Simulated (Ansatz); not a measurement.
ScF3: changing the pressure

The cell as given:

It takes space group Pm-3m (No. 221, cubic). Conventional cell: a = 4.012 Å, b = 4.012 Å, c = 4.012 Å, α = 90.00°, β = 90.00°, γ = 90.00°. Around Sc (site symmetry m-3m) lie 6 F at 2.01 Å. F (site symmetry 4/mmm) is surrounded by 2 Sc at 2.01 Å.

Kept alike: task relaxation of cell and atoms; functional PBEsol; k mesh 7 × 7 × 7; occupations fermi-dirac, width 0.05 eV; no spin polarisation. Program: Ansatz, all-electron LAPW, scalar-relativistic. The mesh is that of the run's cell of 4 atoms. No spin-orbit coupling.

```csv
"pressure, P (GPa)",volume (Å³/atom)
0,16.245
5,15.503
10,14.909
20,13.993
```

The relaxations keep at least the cell's symmetry (Pm-3m). Runs of this series that gave no sound value for these columns are left out. The runs follow the start's structure, whether or not it is the stable one at these pressures. P is the pressure aimed at, which the runs meet within some hundredths to tenths of a GPa.

Q: What does the pressure change here?

A: The volume falls from 16.245 to 13.993 Å³/atom between 0 and 20 GPa. The volume falls ever more slowly, since the solid stiffens under load. At the pressures aimed at, which the runs meet within some tenths of a GPa, the step from 0 to 5 GPa gives a mean bulk modulus near 107 GPa, the last step 158 GPa.
